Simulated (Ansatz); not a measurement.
Relaxed-ion elastic tensor of InP (CsCl type, space group No. 221) in GPa (Voigt order), plane-wave PAW PBEsol (Ansatz code); density 6.23 g/cm³, 19.43 Å³ per atom.

|  | 1 | 2 | 3 | 4 | 5 | 6 |
|---|---|---|---|---|---|---|
| 1 | 80.2 | 72.3 | 72.3 | 0.0 | 0.0 | 0.0 |
| 2 | 72.3 | 80.2 | 72.3 | 0.0 | 0.0 | 0.0 |
| 3 | 72.3 | 72.3 | 80.2 | 0.0 | 0.0 | 0.0 |
| 4 | 0.0 | 0.0 | 0.0 | 11.9 | 0.0 | 0.0 |
| 5 | 0.0 | 0.0 | 0.0 | 0.0 | 11.9 | 0.0 |
| 6 | 0.0 | 0.0 | 0.0 | 0.0 | 0.0 | 11.9 |

Task: Is the crystal mechanically stable?

Result: Yes: the smallest eigenvalue of C is 7.9 GPa.

Task: Work out the Voigt, Reuss and Hill averages.

Result: K_V = 74.9, K_R = 74.9, K_H = 74.9; G_V = 8.7, G_R = 6.6, G_H = 7.6 GPa.

Task: Give Young's modulus, Poisson's ratio, Pugh's ratio and the universal anisotropy index.

Result: E = 9KG/(3K + G) = 22.2 GPa; ν = 0.45; K/G = 9.80 (ductile by the Pugh limit of 1.75); A_U = 5G_V/G_R + K_V/K_R − 6 = 1.59.

Task: Estimate the sound speeds and the Debye temperature.

Result: v_l = √((K + 4G/3)/ρ) = 3700 m/s, v_t = √(G/ρ) = 1110 m/s, mean 1260 m/s; Θ = (h/k)(3n/4πV)^(1/3) v_m = 140 K.

Task: Give the Zener ratio and Young's modulus along [100], [110] and [111].

Result: A = 2C44/(C11 − C12) = 2.99; 1/E = S11 − 2(S11 − S12 − S44/2)Γ with Γ = 0, 1/4, 1/3 gives 11.7, 22.9, 33.8 GPa.

Task: Solve the Christoffel equation for the three sound speeds along [100], [110], [111].

Result: Eigenvalues of C_ijkl n_j n_l equal ρv². In km/s, slowest first: [100] 1.38, 1.38, 3.59; [110] 0.80, 1.38, 3.76; [111] 1.03, 1.03, 3.82.

Space group Pm-3m (CsCl type). The cell is a constructed one: a structure type filled with these elements; neither database checked (COD, Materials Project) lists it. It is not the phase usual at ambient conditions (space group No. 216). The PBEsol relaxation kept the symmetry of its start; of distortions, only those at the zone centre were tested. As this level gives no gap, shear constants depend on the k-mesh and smearing (Fermi–Dirac, 0.1 eV here).

Potentials: the later of the program's two PAW sets.
